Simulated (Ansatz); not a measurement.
This cell of AlN (wurtzite) is off equilibrium:

```yaml
crystal:
  lattice:
    - [6.25960, 0.00000, 0.00000]
    - [-1.56490, 2.71049, 0.00000]
    - [0.00000, 0.00000, 5.01733]
  atoms:
    - { symbol: Al, position: [0.33055, 0.33055, 0.00154] }
    - { symbol: Al, position: [0.83611, 0.33611, 0.00521] }
    - { symbol: Al, position: [0.16945, 0.66945, 0.50154] }
    - { symbol: Al, position: [0.66389, 0.66389, 0.50521] }
    - { symbol: N, position: [0.34432, 0.34432, 0.62331] }
    - { symbol: N, position: [0.82235, 0.32235, 0.62035] }
    - { symbol: N, position: [0.15568, 0.65568, 0.12331] }
    - { symbol: N, position: [0.67765, 0.67765, 0.12035] }
```

These are PBE (plane waves to 420 eV, PAW, scalar-relativistic; Ansatz, a quantum-chemistry and plane-wave program) values and carry that method's errors. k mesh 6×12×7 (Γ-centred), Fermi-Dirac smearing 0.05 eV. Stress and pressure are positive under compression. AlN was relaxed with its symmetry unable to fall. The PAW data are Ansatz's earlier set.

Q: Predict the force on every atom, in eV/Å.

A: 
| atom | Fx | Fy | Fz |
|---|---|---|---|
| Al1 | 0.534 | 0.308 | 0.400 |
| Al2 | -0.793 | -0.458 | -0.530 |
| Al3 | -0.534 | -0.308 | 0.400 |
| Al4 | 0.793 | 0.458 | -0.530 |
| N5 | -1.473 | -0.851 | -0.118 |
| N6 | 1.223 | 0.706 | 0.248 |
| N7 | 1.473 | 0.851 | -0.118 |
| N8 | -1.223 | -0.706 | 0.248 |

Q: What is the stress tensor (GPa)?

A: 
```
    1.3      0.4      0.0
    0.4      0.8      0.0
    0.0      0.0      0.2
```
The pressure, a third of the trace, is 0.8 GPa.

(A displaced cell: forces are minus the slopes of the energy, force constants its curvatures, and phonons follow from these.)
